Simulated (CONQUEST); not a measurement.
A self-consistent single point of Sb (R-3m, 12 atoms in the cell; from Materials Project mp-104, changed as shown).

```
Sb
1.0
    4.43953     0.00000     0.00000
    0.00000     7.68949     0.00000
    0.00000     0.00000    11.71499
Sb
12
Direct
  0.00000   0.00000   0.26826
  0.50000   0.16667   0.06507
  0.50000   0.16667   0.60159
  0.00000   0.33333   0.39841
  0.00000   0.33333   0.93493
  0.00000   0.00000   0.73174
  0.50000   0.50000   0.26826
  0.00000   0.66667   0.06507
  0.00000   0.66667   0.60159
  0.50000   0.83333   0.39841
  0.50000   0.83333   0.93493
  0.50000   0.50000   0.73174
```

Method: PBE, numerical atomic orbitals double-zeta with polarisation (the shipped basis), PseudoDojo norm-conserving potentials made for PBE run with CONQUEST.

CONQUEST settings:

- basis: DZP
- Diag.MPMeshX, Y, Z: 3 2 2
- potentials: PseudoDojo norm-conserving PBE
- Grid.GridCutoff: 140 Ha
- DM.SolutionMethod: diagon
- Diag.SmearingType: 1
- Diag.kT: 0.004998 Ha
- Diag.GammaCentred: true
- Diag.MPOrder: 1
- minE.SCTolerance: 1.0e-06
- SC.MaxIters: 100
- SC.LinearMixingFactor: 0.3
- SC.KerkerPreCondition: true
- SC.KerkerFactor: 0.3 1/bohr
- AtomMove.TypeOfRun: static

Results:

| Property | Result |
|---|---|
| Number of valence electrons | 180 |
| Number of bands | 216 |
| Number of k-points after the program's reduction | 11 |
| Size of the basis | 216 |
| Number of SCF iterations | 10 |
| FFT grid | 48 × 80 × 120 |
| Free energy E − TS | -29696.8217 eV |
| Pressure | -1.09 GPa |
| Largest force (vector length) | 0.214 eV/Å |

Forces (eV/Å):
```csv
atom,Fx,Fy,Fz
Sb1,0.000,-0.048,0.205
Sb2,0.000,0.048,-0.208
Sb3,0.000,-0.043,0.202
Sb4,0.000,0.043,-0.202
Sb5,0.000,-0.048,0.208
Sb6,0.000,0.048,-0.205
Sb7,0.000,-0.048,0.205
Sb8,0.000,0.048,-0.208
Sb9,0.000,-0.043,0.202
Sb10,0.000,0.043,-0.202
Sb11,0.000,-0.048,0.208
Sb12,0.000,0.048,-0.205
```

For comparison: a first run was changed to give this one (volume scaled by 1.06), and from it to this one the free energy falls by 3.3 meV/atom, the pressure goes from 1.91 to -1.09 GPa and the largest force goes from 0.101 to 0.214 eV/Å.

Spin-orbit coupling is left out, which matters for bands and gaps with elements this heavy. The program uses no crystal symmetry, so grid and mesh can part values that symmetry would make equal. The atom-centred basis is finite, which shifts total energies, pressures and forces against plane waves. The structure comes from a collection of computed structures, made at another level of theory; the collection holds predicted forms beside known ones. No clean gap shows at this smearing width and mesh (spacing up to 0.47 Å⁻¹); the mesh is coarse for partly filled bands, so the values carry mesh errors. Semi-local functionals can close small gaps.

Cost on one core: about 80 core-seconds (a rough figure).
